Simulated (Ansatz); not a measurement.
Be₃N₂ in space group R3m (No. 160; Pearson symbol hR5), LDA (plane waves, PAW; program Ansatz), all energies at zero smearing, with the estimated change up to a 700 eV cutoff added, with one set of potentials and settings (totals compare only within such a set). Cell of 5 atoms (3 Be, 2 N): -1018.318 eV.

```csv
element,reference phase,E (eV/atom)
Be,"P6_3/mmc, 2 atoms in the cell",-88.2330
N,"P4_2/mnm, 4 atoms in the cell",-373.6497
```

Formation energy per atom, worked out: (-1018.318 − 3×(-88.2330) − 2×(-373.6497))/5 = -1.264 eV/atom (-122 kJ per mol of atoms), at 0 K, without zero-point energy or fitted corrections.

The workflow started from a Materials Project entry (that database holds measured and hypothetical structures alike); the Crystallography Open Database copy checked does not list it. COD files the formula under space group No. 206. Whether it is the stable phase at ambient conditions was not checked. The cell was relaxed with LDA under the symmetry of its start; whether a distortion lowers the energy is not shown. The references are the lowest solids computed at this level, not always the standard phases (solids in place of the gases).

Potentials: the later of the program's two PAW sets.
